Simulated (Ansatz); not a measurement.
CaO:
```
CaO
1.0
    0.00000     2.58984     2.58984
    2.58984     0.00000     2.58984
    2.58984     2.58984     0.00000
Ca O
1 1
Direct
  0.00000   0.00000   0.00000
  0.25000   0.25000   0.25000
```

Cartesian axes are those of the cell as given.

Q: Give the proper piezoelectric stress tensor with relaxed ions from PBEsol in the plane-wave PAW code Ansatz.

A: In C/m², rows x, y, z, Voigt columns; mesh uncertainty up to 0.01.
```
0.00  0.00  0.00  0.44  0.00  0.00
0.00  0.00  0.00  0.00  0.44  0.00
0.00  0.00  0.00  0.00  0.00  0.44
```

The elastic tensor of the same run (GPa):

```
91.9  76.6  76.6   0.0   0.0   0.0
76.6  91.9  76.6   0.0   0.0   0.0
76.6  76.6  91.9   0.0   0.0   0.0
 0.0   0.0   0.0  37.0   0.0   0.0
 0.0   0.0   0.0   0.0  37.0   0.0
 0.0   0.0   0.0   0.0   0.0  37.0
```

Q: Convert to strain constants d = e·S.

A: In pC/N:
```
 0.0   0.0   0.0  11.8   0.0   0.0
 0.0   0.0   0.0   0.0  11.8   0.0
 0.0   0.0   0.0   0.0   0.0  11.8
```

Space group F-43m (zinc blende). The start of the workflow was typed in or built on a structure type; neither database checked (COD, Materials Project) lists it. It is not the phase usual at ambient conditions (space group No. 225). Symmetry was held in the PBEsol relaxation; phonons on a q-mesh show no instability.

Potentials: the later of the program's two PAW sets.
